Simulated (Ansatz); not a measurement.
**Data sheet: Ta$_{2}$SiN (DFT)**

Ta$_{2}$SiN:
```
CELL_PARAMETERS angstrom
      3.22301     0.00000     0.00000
     -1.61151     2.79121     0.00000
      0.00000     0.00000    12.00974
ATOMIC_POSITIONS crystal
  Si 0.33333 0.66667 0.75000
  Si 0.66667 0.33333 0.25000
  Ta 0.33333 0.66667 0.09580
  Ta 0.66667 0.33333 0.59580
  Ta 0.66667 0.33333 0.90420
  Ta 0.33333 0.66667 0.40420
  N  0.00000 0.00000 0.00000
  N  0.00000 0.00000 0.50000
```

Space group P6_3/mmc (No. 194); conventional cell a = b = 3.223 Å, c = 12.010 Å, α = β = 90.00°, γ = 120.00°.

Method: r²SCAN in the plane-wave PAW code Ansatz. Geometry: relaxed at this level of theory. Other levels are named where they apply.

Cell and energy:

```yaml
volume_per_atom: 13.51 Å³
density: 12.42 g/cm³
Formation energy from the elements (no fitted shifts): -0.62 eV/atom
```

Electronic structure:

```yaml
electronic_character: metallic (no gap)
Density of states at the Fermi level: 0.35 states/eV per atom (mean over ±0.08 eV)
Gap with spin–orbit coupling: none (metallic)
```

Mechanics:

```yaml
Elastic constants (relaxed ions, GPa): C11 = 292, C12 = 186, C13 = 213, C33 = 378, C44 = 182
mechanical_stability: stable (all eigenvalues of C positive)
hill_bulk_and_shear_moduli: 239 and 91.9 GPa
Young's modulus: 244 GPa
Poisson's ratio: 0.33
debye_temperature_from_the_elastic_constants: 381 K
```

Charges:

```yaml
bader_charges: Si -1.01, Ta +1.42, N -1.84 e
```

The start of the workflow was typed in or built on a structure type; neither database checked (COD, Materials Project) lists it. Whether it is the stable phase at ambient conditions was not checked. The cell was relaxed with r²SCAN under the symmetry of its start; whether a distortion lowers the energy is not shown. No spin polarisation was allowed. As this level gives no gap, shear constants depend on the k-mesh and smearing (Fermi–Dirac, 0.1 eV here). The references are the lowest solids computed at this level, not always the standard phases (solids in place of the gases). Scalar-relativistic: spin–orbit coupling is off unless named, which matters more the heavier the elements.

Potentials: the later of the program's two PAW sets.
